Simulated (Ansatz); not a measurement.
**BePd: moving Pd off its site**

BePd, Pm-3m, a = 2.813 Å (as given, not relaxed at this level: -0.1 GPa). The structure is a COD entry; whether it is the stable form wasn't checked. Ansatz: r2SCAN, PAW, 500 eV, Γ-centred 16×16×16 mesh on 2 atoms, Gaussian smearing 0.15 eV; no spin polarisation.

```
CELL_PARAMETERS angstrom
2.81300 0.00000 0.00000
0.00000 2.81300 0.00000
0.00000 0.00000 2.81300
ATOMIC_POSITIONS crystal
Be 0.00000 0.00000 0.00000
Pd 0.50000 0.50000 0.50000
```

Atom 2 (Pd) moves by x along the unit vector (1.000, 0.000, 0.000), with its periodic images; all else is held. y is the free energy of the cell over the start, F the force along the path summed over the moved atoms. Symmetry makes y even in x.

| x (Å) | y (meV) | F (eV/Å) |
| --- | --- | --- |
| -0.200 | 84.6 | 0.85 |
| -0.100 | 21.1 | 0.42 |
| 0.000 | 0.0 | 0.00 |
| 0.025 | 1.3 | -0.11 |
| 0.050 | 5.3 | -0.21 |
| 0.075 | 11.9 | -0.32 |
| 0.125 | 33.0 | -0.53 |
| 0.150 | 47.6 | -0.64 |
| 0.175 | ? | ? |

Fit y = c2 x² + c4 x⁴ to the energies of the other rows, give the force constant, and predict energy and force of the missing row.

Least squares on the rows shown. y = 2112 x² + 67.85 x⁴. The force constant is 2 c2 = 4.22 eV/Å² (for all images moving together, not for a lone atom). With two atoms in a cubic cell this is the optical mode at Γ (in a metal it hangs on mesh and smearing): ω = 521.5 √(2 c2/μ) = 372 cm⁻¹ for μ = 8.31 u. The force −dy/dx at the missing row is -0.74 eV/Å (computed -0.74). At x = 0.175 the fit asked for gives 64.7 meV. The run gave 64.8 meV, so the fit is 0.1 meV too low, a small miss on the scale of the series.